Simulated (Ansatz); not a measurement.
## MnPt: pressure against volume

MnPt, P4/mmm, a = 2.935 Å, c = 3.475 Å. The structure is a COD entry; whether it is the stable form wasn't checked. Ansatz: r2SCAN, PAW, 500 eV, Γ-centred 14×14×12 mesh on 2 atoms, Gaussian smearing 0.10 eV; collinear spin, largest moment 4.1 μB. Shape and atoms are relaxed at each volume; pressure is positive in compression.

| V (Å³/atom) | P (GPa) |
| --- | --- |
| 14.073 | ? |
| 14.522 | 6.02 |
| 14.971 | 0.02 |
| 15.420 | -4.80 |
| 15.869 | -8.65 |

Question: Take V0 = 14.971 Å³/atom, count pressures from its P0 = 0.02 GPa, fit the third-order Birch–Murnaghan form to the other rows, and predict the missing pressure.

Answer: With the Eulerian strain f = ½[(V0/V)^(2/3) − 1] and y = (P − P0)/[3f(1 + 2f)^(5/2)], the form is the line y = B0 + 1.5 B0 (B0′ − 4) f. Rows (f, y): 0.01025, 185.5; -0.00975, 173.1; -0.01905, 167.2. Means f = -0.006183, y = 175.27; Σ(Δf)² = 0.0004483, ΣΔfΔy = 0.2797; the slope is their ratio. y = 179.1 + 623.8 f GPa, so B0 = 179.1 GPa and B0′ = 4 + 2 × (623.8)/(3 × 179.1) = 6.32. At V = 14.073, f = 0.02105, y = 192.23 and P = 13.48 GPa. The run gave 13.29 GPa, so the fit is 0.19 GPa too high, 0.87 % of the span of the series, against an rms of 0.002 GPa on the fitted rows. The row lies outside the fitted range. The records show no cause, and too few rows are left to test a further term.

The state reached may not be the lowest one. Only parallel moments were tried here. The moments are parallel here; the real alloy orders antiferromagnetically, with another cell and stiffness. Spin–orbit coupling is left out, which can shift energies with elements as heavy as these.